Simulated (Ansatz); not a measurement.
ZrRu (CsCl type, Pm-3m) at seven volumes, DFT-PBEsol in the program Ansatz with PAW potentials, scaled uniformly. One row is withheld.

```json
[
 {"V (Å³/atom)": "15.368", "P (GPa)": "22.77"},
 {"V (Å³/atom)": "15.874", "P (GPa)": "14.04"},
 {"V (Å³/atom)": "16.381", "P (GPa)": "?"},
 {"V (Å³/atom)": "16.888", "P (GPa)": "-0.01"},
 {"V (Å³/atom)": "17.394", "P (GPa)": "-5.60"},
 {"V (Å³/atom)": "17.901", "P (GPa)": "-10.35"},
 {"V (Å³/atom)": "18.407", "P (GPa)": "-14.39"}
]
```

Q: Fit the shown pressures and predict the withheld one.

A: P = (3/2)B₀(x^(7/2) − x^(5/2))[1 + (3/4)(B′ − 4)(x − 1)] with x = (V₀/V)^(2/3). Least squares on the six rows gives V₀ = 16.886 Å³/atom, B₀ = 199 GPa, B′ = 4.09. At V = 16.381, x = 1.0204 and P = 6.43 GPa. The run itself gave 6.50 GPa.

The workflow started from an entry of the Crystallography Open Database (COD). Its standing as an ambient phase is unchecked. Symmetry was held in the PBEsol relaxation; of distortions, only those at the zone centre were tested. No spin polarisation was allowed.

Potentials: the later of the program's two PAW sets.
